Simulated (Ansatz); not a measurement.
A geometry of ScIr away from equilibrium: step 11 of the relaxation of a randomly generated symmetric cell of ScIr (space group No. 139). Calculation: PBEsol (plane waves to 420 eV, PAW, scalar-relativistic; Ansatz, an electronic-structure program). Γ-centred k-mesh 11×11×11 on the run's cell (coarser than for final values), Fermi–Dirac smearing 0.05 eV.

```xyz
2
Lattice="-1.8848 1.8848 2.5429 1.8848 -1.8848 2.5429 1.8848 1.8848 -2.5429" Properties=species:S:1:pos:R:3:forces:R:3 pbc="T T T" free_energy=-13910.925 pressure_GPa=3.8
Ir     0.0000     0.0000     2.5429    0.0000    0.0000    0.0000
Sc     0.0000     0.0000     0.0000    0.0000    0.0000    0.0000
```

Positions in Å, forces in eV/Å, free energy of the cell in eV (comparable only within this code, potentials and settings). Largest force: all forces are below 0.005 eV/Å; the geometry lies 0.02 eV/atom above the end of its relaxation.

No spin polarisation in the result.

The run could not lower the symmetry of its start; a shaken copy of this end point relaxes with PBEsol to Pm-3m (No. 221), 0.73 eV/atom lower.

The end of the path is a generated cell of ScIr: the first start was made by a random draw of sites in a space group, and the end was not matched to a known phase here, so it may be hypothetical.
